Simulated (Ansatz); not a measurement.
Relaxed-ion elastic tensor of TePb2Se in space group R-3m (No. 166; Te on 3b, Pb on 6c, Se on 3a) in GPa (Voigt order), r²SCAN in the plane-wave PAW code Ansatz; density 8.04 g/cm³, 32.06 Å³ per atom.

```
 81.4   23.2   35.1   17.8    0.0    0.0
 23.2   81.4   35.1  -17.8    0.0    0.0
 35.1   35.1   67.9    0.0    0.0    0.0
 17.8  -17.8    0.0   42.3    0.0    0.0
  0.0    0.0    0.0    0.0   42.3   17.8
  0.0    0.0    0.0    0.0   17.8   29.1
```

Task: Is the crystal mechanically stable?

Result: Yes: the smallest eigenvalue of C is 16.7 GPa.

Task: Work out the Voigt, Reuss and Hill averages.

Result: K_V = 46.4, K_R = 46.4, K_H = 46.4; G_V = 31.9, G_R = 23.1, G_H = 27.5 GPa.

Task: Give Young's modulus, Poisson's ratio, Pugh's ratio and the universal anisotropy index.

Result: E = 9KG/(3K + G) = 68.9 GPa; ν = 0.25; K/G = 1.69 (near the Pugh limit of 1.75, no verdict); A_U = 5G_V/G_R + K_V/K_R − 6 = 1.90.

Task: Estimate the sound speeds and the Debye temperature.

Result: v_l = √((K + 4G/3)/ρ) = 3210 m/s, v_t = √(G/ρ) = 1850 m/s, mean 2050 m/s; Θ = (h/k)(3n/4πV)^(1/3) v_m = 192 K.

Task: Solve the Christoffel equation for the three sound speeds along x, y, z.

Result: Eigenvalues of C_ijkl n_j n_l equal ρv². In km/s, slowest first: x 1.44, 2.61, 3.18; y 1.90, 2.10, 3.31; z 2.29, 2.29, 2.91.

Task: How much does each axis shrink under pressure?

Result: Linear compressibilities β_i = Σ_j S_ij (j = 1 to 3): x 7.1, y 7.1, z 7.4 per TPa.

The workflow started from a Materials Project entry (that database holds measured and hypothetical structures alike); the Crystallography Open Database copy checked does not list it. With Te and Se taken as one species the cell has the higher symmetry Fm-3m, so it may be an ordered model of a mixed-site phase. Whether it is the stable phase at ambient conditions was not checked. Symmetry was held in the r²SCAN relaxation; of distortions, only those at the zone centre were tested. Scalar-relativistic: spin–orbit coupling is off unless named, which matters more the heavier the elements.

Potentials: the later of the program's two PAW sets.
